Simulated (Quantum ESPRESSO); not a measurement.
## Band energies of SnGeSe₂

```xyz
8
Lattice="4.0512 0.0000 0.0000 0.0000 4.3680 0.0000 0.0000 0.0000 11.3425" Properties=species:S:1:pos:R:3 pbc="T T T"
Ge     0.0000     0.5749     7.1243
Ge     0.0000     3.7932     1.4531
Se     0.0000     0.9462     9.6445
Se     0.0000     3.4218     3.9733
Se     2.0256     1.1290     1.5658
Se     2.0256     3.2390     7.2371
Sn     2.0256     1.5234     4.3503
Sn     2.0256     2.8447    10.0216
```

PBEsol (Quantum ESPRESSO, PseudoDojo norm-conserving, 86 Ry, scalar-relativistic); path ΓXSYΓZURTZ,YT,UX,SR; energies in eV from the valence-band maximum.

| k (1/Å) | point | band 56 | band 57 | band 58 | band 59 | band 60 | band 61 | band 62 | band 63 |
|---|---|---|---|---|---|---|---|---|---|
| 0.00 | Γ | -1.89 | -1.60 | -1.42 | -0.74 | -0.52 | 0.52 | 2.32 | 2.50 |
| 0.39 |  | -1.80 | -1.55 | -0.91 | -0.85 | -0.47 | 0.85 | 1.19 | 2.07 |
| 0.78 | X | -1.53 | -1.19 | -1.19 | -0.91 | -0.69 | 0.69 | 0.78 | 1.08 |
| 1.25 |  | -2.64 | -2.52 | -2.41 | -1.45 | -1.17 | 1.89 | 1.95 | 3.32 |
| 1.49 | S | -3.35 | -2.52 | -2.23 | -1.64 | -1.52 | 2.48 | 2.77 | 3.10 |
| 1.69 |  | -2.84 | -2.53 | -2.27 | -1.48 | -1.30 | 2.02 | 2.15 | 3.59 |
| 2.27 | Y | -1.36 | -1.09 | -0.77 | -0.48 | -0.29 | 0.77 | 1.20 | 1.54 |
| 2.63 |  | -1.50 | -1.29 | -1.18 | -0.73 | -0.33 | 0.79 | 1.35 | 1.86 |
| 2.99 | Γ | -1.89 | -1.60 | -1.42 | -0.74 | -0.52 | 0.52 | 2.32 | 2.50 |
| 2.99 | Z | -2.13 | -1.89 | -1.89 | -0.57 | -0.57 | 2.18 | 2.18 | 2.55 |
| 3.18 |  | -2.06 | -1.80 | -1.80 | -0.56 | -0.56 | 2.34 | 2.34 | 2.65 |
| 3.57 |  | -2.02 | -1.51 | -1.51 | -0.68 | -0.68 | 0.97 | 0.97 | 1.73 |
| 3.76 | U | -2.17 | -1.35 | -1.35 | -0.89 | -0.89 | 1.05 | 1.05 | 1.56 |
| 4.12 |  | -2.78 | -1.73 | -1.73 | -1.55 | -1.55 | 2.28 | 2.28 | 2.50 |
| 4.48 | R | -3.92 | -1.83 | -1.83 | -1.48 | -1.48 | 2.38 | 2.38 | 2.42 |
| 4.79 |  | -2.93 | -1.95 | -1.95 | -1.38 | -1.38 | 2.26 | 2.26 | 3.20 |
| 5.10 |  | -2.04 | -0.76 | -0.76 | -0.48 | -0.48 | 1.17 | 1.17 | 1.76 |
| 5.26 | T | -1.74 | -0.68 | -0.68 | -0.40 | -0.40 | 1.12 | 1.12 | 1.69 |
| 5.40 |  | -1.69 | -1.08 | -1.08 | -0.20 | -0.20 | 1.07 | 1.07 | 1.85 |
| 5.83 |  | -1.91 | -1.86 | -1.86 | -0.62 | -0.62 | 2.14 | 2.14 | 2.59 |
| 5.98 | Z | -2.13 | -1.89 | -1.89 | -0.57 | -0.57 | 2.18 | 2.18 | 2.55 |
| 5.98 | Y | -1.36 | -1.09 | -0.77 | -0.48 | -0.29 | 0.77 | 1.20 | 1.54 |
| 6.26 | T | -1.74 | -0.68 | -0.68 | -0.40 | -0.40 | 1.12 | 1.12 | 1.69 |
| 6.26 | U | -2.17 | -1.35 | -1.35 | -0.89 | -0.89 | 1.05 | 1.05 | 1.56 |
| 6.53 | X | -1.53 | -1.19 | -1.19 | -0.91 | -0.69 | 0.69 | 0.78 | 1.08 |
| 6.53 | S | -3.35 | -2.52 | -2.23 | -1.64 | -1.52 | 2.48 | 2.77 | 3.10 |
| 6.81 | R | -3.92 | -1.83 | -1.83 | -1.48 | -1.48 | 2.38 | 2.38 | 2.42 |

The PBEsol gap is indirect, 0.51 eV, from 25 % of the way from Y to Γ to 75 % of the way from Y to Γ; the smallest direct gap is 0.71 eV. Another conduction extremum on the path lies within 0.02 eV, too close to call.

Spin-orbit splittings are left out.

Geometry relaxed with PBE+D3(BJ).

The structure is a Materials Project entry; no match was found in the copy of COD used, and its stability was not checked.

Letters of k points follow the standard setting of the lattice, whose axes may be ordered differently from the printed cell.
